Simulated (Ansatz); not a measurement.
MgH₂ (rutile, space group No. 136) at seven volumes, plane-wave PAW PBE (Ansatz code), shape and atoms relaxed at each. One row is withheld.

```json
[
 {"V (Å³/atom)": "9.321", "P (GPa)": "5.42"},
 {"V (Å³/atom)": "9.628", "P (GPa)": "3.37"},
 {"V (Å³/atom)": "9.935", "P (GPa)": "?"},
 {"V (Å³/atom)": "10.243", "P (GPa)": "0.01"},
 {"V (Å³/atom)": "10.550", "P (GPa)": "-1.34"},
 {"V (Å³/atom)": "10.857", "P (GPa)": "-2.53"},
 {"V (Å³/atom)": "11.165", "P (GPa)": "-3.55"}
]
```

Problem. Fit the shown pressures and predict the withheld one.

Solution. P = (3/2)B₀(x^(7/2) − x^(5/2))[1 + (3/4)(B′ − 4)(x − 1)] with x = (V₀/V)^(2/3). Least squares on the six rows gives V₀ = 10.246 Å³/atom, B₀ = 48.4 GPa, B′ = 3.62. At V = 9.935, x = 1.0208 and P = 1.58 GPa. The run itself gave 1.58 GPa.

Space group P4_2/mnm (rutile). The PBE relaxation kept the symmetry of its start.

Potentials: the later of the program's two PAW sets.
